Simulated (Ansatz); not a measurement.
Al$_{2}$O$_{3}$:
```xyz
10
Lattice="4.8531 -2.7649 0.0000 4.8531 2.7649 0.0000 0.0000 0.0000 4.9407" Properties=species:S:1:pos:R:3 pbc="T T T"
Al     8.0774    -0.8870     2.1306
Al     1.6288     0.8870     4.6009
Al     1.6288    -0.8870     2.1306
Al     8.0774     0.8870     4.6009
O      4.8531    -1.5557     4.8970
O      4.8531     1.5557     2.4267
O      7.5575    -0.6627     0.4300
O      2.1487     0.6627     2.9004
O      2.1487    -0.6627     0.4300
O      7.5575     0.6627     2.9004
```

x, y and z are the axes in which the lattice vectors are written.

**Question.** Give the proper piezoelectric stress tensor with relaxed ions from the program Ansatz at the PBEsol level (PAW).

**Answer.** In C/m², rows x, y, z, Voigt columns; mesh uncertainty up to 0.00.
```
 0.00   0.00   0.00   0.00   0.25   0.00
 0.00   0.00   0.00   0.40   0.00   0.00
 0.64   0.42  -0.05   0.00   0.00   0.00
```

The elastic tensor of the same run (GPa):

|  | 1 | 2 | 3 | 4 | 5 | 6 |
|---|---|---|---|---|---|---|
| 1 | 217 | 68.4 | 45.7 | 0.0 | 0.0 | 0.0 |
| 2 | 68.4 | 131 | 34.6 | 0.0 | 0.0 | 0.0 |
| 3 | 45.7 | 34.6 | 155 | 0.0 | 0.0 | 0.0 |
| 4 | 0.0 | 0.0 | 0.0 | 60.8 | 0.0 | 0.0 |
| 5 | 0.0 | 0.0 | 0.0 | 0.0 | 22.9 | 0.0 |
| 6 | 0.0 | 0.0 | 0.0 | 0.0 | 0.0 | 33.2 |

**Question.** Convert to strain constants d = e·S.

**Answer.** In pC/N:
```
 0.0   0.0   0.0   0.0  11.0   0.0
 0.0   0.0   0.0   6.5   0.0   0.0
 2.6   2.3  -1.6   0.0   0.0   0.0
```

Space group Cmc2_1. The first step of the workflow began from a Materials Project structure, measured or hypothetical; the Crystallography Open Database copy checked does not list it. It is not the phase usual at ambient conditions (space group No. 167). The PBEsol relaxation kept the symmetry of its start; whether a distortion lowers the energy is not shown.

Potentials: the later of the program's two PAW sets.
